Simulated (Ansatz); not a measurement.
Y₂Ti₂S₂O₅:
Space group I4/mmm (No. 139); a = 3.7695 Å, b = 3.7695 Å, c = 22.9675 Å, α = 90.00°, β = 90.00°, γ = 90.00°

```tsv
atom	site	symmetry	x	y	z
Y	4e	4mm	0.0000	0.0000	0.3339
Ti	4e	4mm	0.0000	0.0000	0.0783
S	4e	4mm	0.0000	0.0000	0.2047
O	2a	4/mmm	0.0000	0.0000	0.0000
O	8g	2mm.	0.0000	0.5000	0.0991
```
(The calculation used a cell of 11 atoms; values per cell refer to that cell.)

Relaxed with r²SCAN.

Q: Which orbitals make up the states near the band edges in r²SCAN (plane waves, PAW; program Ansatz)?

A: Top 1 eV of the valence band: S 3p 73 %, O 2p 12 %, Y 4d 9 %. Bottom 1 eV of the conduction band: Ti 3d 88 %, O 2p 7 %. Projections are on Löwdin-orthogonalised atomic valence shells; empty p or d shells of many metals are not among them.

Q: Tabulate the density of states.

A: States/eV per cell of 11 atoms, in 0.25 eV bins, energy from the valence-band maximum.

| E (eV) | total | O 2p | Ti 3d | Y 4d |
|---|---|---|---|---|
| -7.85 | 0.00 | 0.00 | 0.00 | 0.00 |
| -7.60 | 0.00 | 0.00 | 0.00 | 0.00 |
| -7.35 | 0.00 | 0.00 | 0.00 | 0.00 |
| -7.10 | 0.00 | 0.00 | 0.00 | 0.00 |
| -6.85 | 0.00 | 0.00 | 0.00 | 0.00 |
| -6.60 | 0.00 | 0.00 | 0.00 | 0.00 |
| -6.35 | 0.00 | 0.00 | 0.00 | 0.00 |
| -6.10 | 0.55 | 0.39 | 0.04 | 0.02 |
| -5.85 | 6.62 | 4.54 | 0.87 | 0.29 |
| -5.60 | 10.87 | 7.24 | 2.36 | 0.31 |
| -5.35 | 13.59 | 9.06 | 3.71 | 0.24 |
| -5.10 | 11.17 | 7.85 | 2.14 | 0.56 |
| -4.85 | 9.51 | 6.78 | 1.45 | 0.54 |
| -4.60 | 7.11 | 5.01 | 0.70 | 0.48 |
| -4.35 | 3.92 | 2.74 | 0.44 | 0.23 |
| -4.10 | 5.83 | 4.26 | 0.57 | 0.25 |
| -3.85 | 9.08 | 6.88 | 0.76 | 0.46 |
| -3.60 | 8.21 | 6.22 | 0.52 | 0.51 |
| -3.35 | 12.60 | 8.50 | 0.70 | 0.92 |
| -3.10 | 6.63 | 4.41 | 0.31 | 0.51 |
| -2.85 | 5.86 | 3.94 | 0.19 | 0.38 |
| -2.60 | 8.96 | 6.28 | 0.17 | 0.62 |
| -2.35 | 6.50 | 3.90 | 0.11 | 0.34 |
| -2.10 | 5.95 | 3.24 | 0.09 | 0.30 |
| -1.85 | 2.97 | 1.40 | 0.06 | 0.21 |
| -1.60 | 6.69 | 1.25 | 0.12 | 0.68 |
| -1.35 | 6.28 | 0.64 | 0.09 | 0.75 |
| -1.10 | 6.24 | 0.87 | 0.10 | 0.81 |
| -0.85 | 5.96 | 0.89 | 0.13 | 0.67 |
| -0.60 | 2.92 | 0.26 | 0.08 | 0.27 |
| -0.35 | 2.45 | 0.21 | 0.06 | 0.15 |
| -0.10 | 1.52 | 0.14 | 0.02 | 0.04 |
| 0.15 | 0.00 | 0.00 | 0.00 | 0.00 |
| 0.40 | 0.00 | 0.00 | 0.00 | 0.00 |
| 0.65 | 0.00 | 0.00 | 0.00 | 0.00 |
| 0.90 | 0.00 | 0.00 | 0.00 | 0.00 |
| 1.15 | 0.30 | 0.00 | 0.29 | 0.01 |
| 1.40 | 0.88 | 0.04 | 0.81 | 0.02 |
| 1.65 | 3.42 | 0.18 | 3.07 | 0.08 |
| 1.90 | 10.23 | 0.84 | 8.87 | 0.20 |
| 2.15 | 3.93 | 0.44 | 3.33 | 0.06 |
| 2.40 | 6.14 | 0.85 | 5.04 | 0.11 |
| 2.65 | 6.84 | 0.84 | 5.23 | 0.26 |
| 2.90 | 8.67 | 1.25 | 6.39 | 0.32 |
| 3.15 | 5.82 | 0.98 | 4.15 | 0.22 |
| 3.40 | 4.37 | 0.62 | 2.84 | 0.38 |
| 3.65 | 5.17 | 1.04 | 3.24 | 0.44 |
| 3.90 | 2.14 | 0.34 | 1.10 | 0.45 |
| 4.15 | 1.30 | 0.11 | 0.37 | 0.60 |
| 4.40 | 4.78 | 0.68 | 1.84 | 1.50 |
| 4.65 | 7.81 | 0.97 | 2.59 | 3.11 |
| 4.90 | 10.08 | 1.00 | 2.37 | 5.21 |
| 5.15 | 9.67 | 0.97 | 1.90 | 5.22 |
| 5.40 | 7.32 | 0.78 | 1.35 | 3.78 |
| 5.65 | 8.26 | 0.88 | 1.21 | 4.63 |
| 5.90 | 9.10 | 1.01 | 1.21 | 5.33 |

The workflow started from a Materials Project entry (that database holds measured and hypothetical structures alike); the Crystallography Open Database copy checked does not list it. Its standing as an ambient phase is unchecked. The r²SCAN relaxation kept the symmetry of its start; its stability against distortions is not shown here. No spin polarisation was allowed. Scalar-relativistic: spin–orbit coupling is off unless named, which matters more the heavier the elements.

Potentials: the later of the program's two PAW sets.
